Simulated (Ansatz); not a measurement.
This Sn3PbS4 structure is the end of a relaxation. The cell was found from a structure generator's guess, not taken from experiment.

Method: DFT PBE, scalar-relativistic, plane waves, PAW in Ansatz 0.2.0. Cutoff 420 eV, Γ-centred mesh, Gaussian smearing, no spin polarisation.

```
CELL_PARAMETERS angstrom
5.89457 0.00000 0.00000
0.00000 5.89457 0.00000
0.00000 0.00000 5.89457
ATOMIC_POSITIONS crystal
Sn 0.00000 0.50000 0.50000
Sn 0.50000 0.50000 0.00000
Sn 0.50000 0.00000 0.50000
Pb 0.00000 0.00000 0.00000
S 0.50000 0.00000 0.00000
S 0.00000 0.00000 0.50000
S 0.50000 0.50000 0.50000
S 0.00000 0.50000 0.00000
```

Formation energies are uncorrected and refer to the elements' standard structures at the same level. The references include grey tin.

Question: Find its symmetry and describe it.

Answer: Pm-3m (No. 221), with Sn and Pb ordered on rock salt sites. Conventional cell: a = 5.895 Å. Sn has 6 S at 2.95 Å; Pb is surrounded by 6 S at 2.95 Å; S on a site of symmetry 4/mmm is surrounded by 2 Pb at 2.95 Å and 4 Sn at 2.95 Å; S on a site of symmetry m-3m is surrounded by 6 Sn at 2.95 Å.

Question: How far does it lie from the elements in energy?

Answer: −0.44 eV/atom. A negative formation energy is needed for stability but isn't enough: competing phases decide.

Question: Is it a metal?

Answer: There is no gap on the 6×6×6 mesh, but valence and conduction bands meet within 0.015 eV, so at this level it has a zero gap rather than a metal's Fermi surface.

The last run used a 6×6×6 mesh for its 8-atom cell and Gaussian smearing of 0.10 eV. These runs have no spin–orbit coupling, which can matter for Pb. The zero gap may come from the functional, which often closes small gaps. The reference form of S is held partly by dispersion forces, which this level lacks. A later test with randomly moved atoms led to a structure 30 meV/atom lower, so this end is a saddle point or a shallow minimum.
